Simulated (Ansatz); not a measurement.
CsV2O5 in space group Pmmn (No. 59; Pearson symbol oP16) at seven volumes, the program Ansatz at the PBE+D3(BJ) level (PAW), shape and atoms relaxed at each. One row is withheld.

```
V (Å³/atom)  P (GPa)
-----------  -------
15.185          3.37
15.686          2.11
16.186             ?
16.687          0.00
17.187         -0.90
17.688         -1.68
18.189         -2.34
```

### Question
Fit the shown pressures and predict the withheld one.

### Answer
Third-order Birch–Murnaghan: P = (3/2)B₀(x^(7/2) − x^(5/2))[1 + (3/4)(B′ − 4)(x − 1)] with x = (V₀/V)^(2/3). Least squares on the six rows gives V₀ = 16.681 Å³/atom, B₀ = 31.13 GPa, B′ = 3.09. At V = 16.186, x = 1.0203 and P = 0.98 GPa. The run itself gave 0.99 GPa.

The cell is a constructed one: a structure type filled with these elements; neither database checked (COD, Materials Project) lists it. COD files the formula under space group No. 14. Whether it is the stable phase at ambient conditions was not checked. Symmetry was held in the PBE+D3(BJ) relaxation; its stability against distortions is not shown here. Magnetic state: ferromagnetic, chosen from 3 collinear starts compared on coarse meshes (ties went to the first, and starts can fall back to one state), not a proven ground state. No Hubbard U is applied. Scalar-relativistic: spin–orbit coupling is off unless named, which matters more the heavier the elements.

Potentials: the later of the program's two PAW sets.
